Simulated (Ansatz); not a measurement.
Ta2SnN in space group P6_3/mmc (No. 194; Sn on 2d, Ta on 4f, N on 2a) under volume change, plane-wave PAW PBE (Ansatz code), shape and atoms relaxed at each volume.

| V (Å³/atom) | E − E(relaxed) (meV/atom) | P (GPa) |
|---|---|---|
| 14.291 | 82.6 | 20.60 |
| 14.762 | 34.3 | 12.47 |
| 15.233 | [?] | [?] |
| 15.704 | 0.0 | 0.00 |
| 16.175 | [?] | [?] |
| 16.646 | 26.3 | -7.71 |
| 17.117 | 53.0 | -10.34 |

Task: What belongs in the gaps?

Result: 
- 15.233, E − E(relaxed) (meV/atom): 8.0
- 15.233, P (GPa): 5.64
- 16.175, E − E(relaxed) (meV/atom): 7.1
- 16.175, P (GPa): -4.68

Task: What does a third-order Birch–Murnaghan fit give for V₀, B₀ and B′?

Result: V₀ = 15.71 Å³/atom, B₀ = 162 GPa, B′ = 6.5.

The start of the workflow was typed in or built on a structure type; neither database checked (COD, Materials Project) lists it. Its standing as an ambient phase is unchecked. The cell was relaxed with PBE under the symmetry of its start; whether a distortion lowers the energy is not shown. No spin polarisation was allowed. Spin–orbit coupling is left out wherever it is not named.

Potentials: the earlier of the program's two PAW sets.
